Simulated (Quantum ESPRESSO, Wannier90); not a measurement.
AlGaAs$_{2}$ (R3m), plane waves to Wannier functions

```xyz
4
Lattice="-2.0057 3.4739 0.0000 -4.0113 0.0000 0.0000 -2.0057 1.1580 6.5459" Properties=species:S:1:pos:R:3 pbc="T T T"
Al     0.0000     0.0000    -0.0047
Ga    -2.0057     1.1580    -3.2702
As     0.0000     0.0000     2.4516
As    -2.0057     1.1580    -0.8128
```

Materials Project entry mp-1228891; symmetrised, unrelaxed at this level. Not found in the COD (Crystallography Open Database) copy used; not checked further. Method: PBEsol plane waves in Quantum ESPRESSO 7.5 (PseudoDojo norm-conserving files, 68 Ry, spinors with spin-orbit coupling), Bloch states on a 4×4×4 mesh through Γ, Wannier90 4.0.1. Density: 10×10×10 mesh, Gaussian smearing 0.01 Ry.

Bands 31-34 form an isolated set from -12.40 to -10.13 eV relative to the valence-band maximum (on the path) and are turned into 4 Wannier functions by minimising the spread from the start: atomic waves As 4s.

Where do the functions sit, how wide are they and what are they made of?


```tsv
functions	spread (Å²)	nearest atom, distance (Å)	second atom, distance (Å)	weight on atomic waves
2	1.96	As 0.05	Ga 2.44	As 4s 60 %, Ga 4p 17 %, Ga 4s 9 %
2	1.77	As 0.04	Ga 2.42	As 4s 62 %, Al 3p 18 %, Al 3s 8 %
```

Ω_I = 7.41 Å², Ω_total = 7.47 Å²; the interpolated bands follow pw.x to 9.2 meV rms on the path. Only this start was tried; a symmetric start can stop on a saddle, and mixtures of these functions could lower the total by at most Ω_total − Ω_I.
